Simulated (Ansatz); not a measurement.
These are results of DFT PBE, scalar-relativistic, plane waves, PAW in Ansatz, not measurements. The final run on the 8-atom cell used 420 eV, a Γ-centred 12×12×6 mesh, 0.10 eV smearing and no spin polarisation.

Formation energies are uncorrected and refer to the elements' standard structures at the same level (N₂ as a molecule).

Task: Suggest a trial structure for a tetragonal metal with formula Ti3AlN4, with a formation energy near −1.54 eV/atom and about 9 Å³ per atom, in a cell of 8 atoms.

Result: Ti3AlN4, space group P4/mmm (No. 123). Around Ti on a site of symmetry 4/mmm lie 6 N at 2.10–2.20 Å and 12 Ti at 2.94–2.97 Å; around Ti on a site of symmetry 4mm lie 6 N at 2.05–2.18 Å, 8 Ti at 2.94–2.97 Å and 4 Al at 3.03 Å; Al is surrounded by 6 N at 2.03–2.10 Å, 4 Al at 2.97 Å and 8 Ti at 3.03 Å; around N on a site of symmetry 4mm lie 1 Al at 2.03 Å and 5 Ti at 2.11–2.20 Å; 2 more sites not described.

```cif
data_structure
_symmetry_space_group_name_H-M 'P 1'
_symmetry_Int_Tables_number 1
_cell_length_a 2.9737
_cell_length_b 2.9737
_cell_length_c 8.4631
_cell_angle_alpha 90.000
_cell_angle_beta 90.000
_cell_angle_gamma 90.000
_cell_volume 74.84
loop_
_atom_site_label
_atom_site_type_symbol
_atom_site_fract_x
_atom_site_fract_y
_atom_site_fract_z
_atom_site_occupancy
Ti1 Ti 0.00000 0.00000 0.00000 1
Ti2 Ti 0.50000 0.50000 0.24271 1
Ti3 Ti 0.50000 0.50000 0.75729 1
Al1 Al 0.00000 0.00000 0.50000 1
N1 N 0.00000 0.00000 0.25962 1
N2 N 0.50000 0.50000 0.50000 1
N3 N 0.00000 0.00000 0.74038 1
N4 N 0.50000 0.50000 0.00000 1
```

* Volume per atom: 9.35 Å³
* Density: 5.03 g/cm³
* Formation energy: −1.54 eV/atom
* Gap on the 12×12×6 mesh of the 8-atom cell: 0 eV (a metal)

The structure comes from a generated guess, relaxed at this level; another structure or a mixture of phases may lie lower. The answer needn't be unique; the calculation gave this one.

A later test with randomly moved atoms came back to the same energy, though modes that don't fit the test's cell weren't probed.
